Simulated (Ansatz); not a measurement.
## Ca2P2H4O9 — electric field gradients

The cell is a COD entry whose atoms were relaxed with PBE, the cell held.

Space group P-1 (No. 2); a = 6.6910, b = 7.3650, c = 8.2870 Å, α = 84.99°, β = 77.04°, γ = 72.73°.

```csv
site,Wyckoff,site symmetry,x,y,z
Ca1,2i,1,0.6896,0.7506,0.5075
Ca3,2i,1,0.7359,0.1425,0.7589
H5,2i,1,0.6980,0.5886,0.1359
H7,2i,1,0.6724,0.7738,0.0236
H9,2i,1,0.6779,0.5549,0.8596
H11,2i,1,0.9020,0.4863,0.7434
P13,2i,1,0.7408,0.0084,0.1882
P15,2i,1,0.8352,0.2886,0.3538
O17,2i,1,0.8250,0.4988,0.3142
O19,2i,1,0.7485,0.9788,0.0077
O21,2i,1,0.7484,0.4989,0.7490
O23,2i,1,0.6086,0.6664,0.0601
O25,2i,1,0.7756,0.2185,0.1924
O27,2i,1,0.6594,0.2629,0.5011
O29,2i,1,0.9116,0.8634,0.2654
O31,2i,1,0.5209,0.0113,0.3013
O33,2i,1,0.0602,0.1695,0.3694
```

One atom of each set is listed.

The numbers come from a DFT calculation in Ansatz (PBE, plane waves and PAW, scalar-relativistic, 420 eV cutoff, Γ-centred 3×3×3 k-points, Fermi–Dirac smearing 0.02 eV).

V_zz is the principal component of the electric field gradient with the largest magnitude, η = (V_xx − V_yy)/V_zz and C_Q = eQV_zz/h. ν_Q = 3|C_Q|/[2I(2I − 1)].

⁴³Ca: I = 7/2, Q = -40.80 mb; ²H: I = 1, Q = 2.858 mb; ¹⁷O: I = 5/2, Q = -25.58 mb. Quadrupole moments are those of Pyykkö's year-2017 table.

```json
{"site": "Ca1", "atoms": "2", "first shell": "7 O at 2.36–2.62 Å", "C_Q (MHz)": "-2.83", "η": "0.40", "ν_Q (MHz)": "0.202"}
{"site": "Ca3", "atoms": "2", "first shell": "7 O at 2.30–2.64 Å", "C_Q (MHz)": "-2.25", "η": "0.76", "ν_Q (MHz)": "0.161"}
{"site": "H5", "atoms": "2", "first shell": "1 O at 0.99 Å; also 1 O at 1.84 Å", "C_Q (MHz)": "0.226", "η": "0.10", "ν_Q (MHz)": "0.339"}
{"site": "H7", "atoms": "2", "first shell": "1 O at 1.00 Å; also 1 O at 1.72 Å", "C_Q (MHz)": "0.199", "η": "0.10", "ν_Q (MHz)": "0.298"}
{"site": "H9", "atoms": "2", "first shell": "1 O at 0.99 Å; also 1 O at 1.82 Å", "C_Q (MHz)": "0.216", "η": "0.10", "ν_Q (MHz)": "0.324"}
{"site": "H11", "atoms": "2", "first shell": "1 O at 0.99 Å; also 1 O at 1.82 Å", "C_Q (MHz)": "0.215", "η": "0.13", "ν_Q (MHz)": "0.323"}
{"site": "O17", "atoms": "2", "first shell": "1 P at 1.54 Å; also 2 H at 1.82–1.84 Å, 1 Ca at 2.39 Å", "C_Q (MHz)": "-4.93", "η": "0.30", "ν_Q (MHz)": "0.739"}
{"site": "O19", "atoms": "2", "first shell": "1 P at 1.52 Å; also 1 H at 1.72 Å, 1 Ca at 2.30 Å", "C_Q (MHz)": "-5.23", "η": "0.39", "ν_Q (MHz)": "0.785"}
{"site": "O21", "atoms": "2", "first shell": "2 H at 0.99 Å, angle 103°; also 2 Ca at 2.62–2.64 Å", "C_Q (MHz)": "7.38", "η": "0.84", "ν_Q (MHz)": "1.11"}
{"site": "O23", "atoms": "2", "first shell": "2 H at 0.99–1.00 Å, angle 104°; also 1 H at 1.82 Å, 1 Ca at 2.54 Å", "C_Q (MHz)": "6.90", "η": "0.95", "ν_Q (MHz)": "1.03"}
{"site": "O25", "atoms": "2", "first shell": "2 P at 1.64 Å, angle 122°", "C_Q (MHz)": "-7.53", "η": "0.64", "ν_Q (MHz)": "1.13"}
{"site": "O27", "atoms": "2", "first shell": "1 P at 1.54 Å; also 2 Ca at 2.35–2.38 Å", "C_Q (MHz)": "-5.29", "η": "0.19", "ν_Q (MHz)": "0.793"}
{"site": "O29", "atoms": "2", "first shell": "1 P at 1.53 Å; also 2 Ca at 2.31–2.45 Å", "C_Q (MHz)": "-5.12", "η": "0.15", "ν_Q (MHz)": "0.768"}
{"site": "O31", "atoms": "2", "first shell": "1 P at 1.55 Å; also 3 Ca at 2.36–2.62 Å", "C_Q (MHz)": "-5.09", "η": "0.19", "ν_Q (MHz)": "0.764"}
{"site": "O33", "atoms": "2", "first shell": "1 P at 1.53 Å; also 2 Ca at 2.38–2.49 Å", "C_Q (MHz)": "-5.43", "η": "0.38", "ν_Q (MHz)": "0.814"}
```

At O17, O19, O27, O29, O31 and O33 V_zz points along its bond to P (within 4°) in each case. At H5, H7, H9 and H11 V_zz points along its bond to O (within 3°) in each case. At O25 V_zz runs parallel to the line that joins its two neighbours (within 2°).

P has no stable isotope with a ground-state quadrupole moment in the table, so these sites are left out.

The lattice is static: at room temperature water may turn and average the couplings of its hydrogen. Where η is near 1 the sign of V_zz means little.

The relaxation (11 steps) took 3.5 min of wall time (3.5 min of CPU time) and 1 GiB at its peak, on 1 thread of Intel Xeon 6975P-C (Granite Rapids) (x86_64; 48 cores open to the job, memory cap 3.0 GiB, no GPU), a shared host with a load of 0.5 a core.
